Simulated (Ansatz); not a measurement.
Relaxed-ion elastic tensor of YOF in space group R-3m (No. 166; Y on 6c, O on 6c, F on 6c) in GPa (Voigt order), LDA in the plane-wave PAW code Ansatz; density 5.49 g/cm³, 12.48 Å³ per atom.

|  | 1 | 2 | 3 | 4 | 5 | 6 |
|---|---|---|---|---|---|---|
| 1 | 262 | 117 | 112 | 24.4 | 0.0 | 0.0 |
| 2 | 117 | 262 | 112 | -24.4 | 0.0 | 0.0 |
| 3 | 112 | 112 | 236 | 0.0 | 0.0 | 0.0 |
| 4 | 24.4 | -24.4 | 0.0 | 86.4 | 0.0 | 0.0 |
| 5 | 0.0 | 0.0 | 0.0 | 0.0 | 86.4 | 24.4 |
| 6 | 0.0 | 0.0 | 0.0 | 0.0 | 24.4 | 72.3 |

Q: Is the crystal mechanically stable?

A: Yes: the smallest eigenvalue of C is 54.0 GPa.

Q: Work out the Voigt, Reuss and Hill averages.

A: K_V = 160, K_R = 160, K_H = 160; G_V = 76.9, G_R = 70.3, G_H = 73.6 GPa.

Q: Give Young's modulus, Poisson's ratio, Pugh's ratio and the universal anisotropy index.

A: E = 9KG/(3K + G) = 191 GPa; ν = 0.30; K/G = 2.17 (ductile by the Pugh limit of 1.75); A_U = 5G_V/G_R + K_V/K_R − 6 = 0.47.

Q: Estimate the sound speeds and the Debye temperature.

A: v_l = √((K + 4G/3)/ρ) = 6850 m/s, v_t = √(G/ρ) = 3660 m/s, mean 4090 m/s; Θ = (h/k)(3n/4πV)^(1/3) v_m = 525 K.

Q: Solve the Christoffel equation for the three sound speeds along x, y, z.

A: Eigenvalues of C_ijkl n_j n_l equal ρv². In km/s, slowest first: x 3.14, 4.37, 6.90; y 3.63, 3.89, 6.94; z 3.96, 3.96, 6.56.

Q: How much does each axis shrink under pressure?

A: Linear compressibilities β_i = Σ_j S_ij (j = 1 to 3): x 1.9, y 1.9, z 2.4 per TPa.

The first step of the workflow began from a Materials Project structure, measured or hypothetical; the Crystallography Open Database files this formula in space group No. 166, but the cells were not matched. Its standing as an ambient phase is unchecked. The LDA relaxation kept the symmetry of its start; of distortions, only those at the zone centre were tested. No spin polarisation was allowed.

Potentials: the later of the program's two PAW sets.
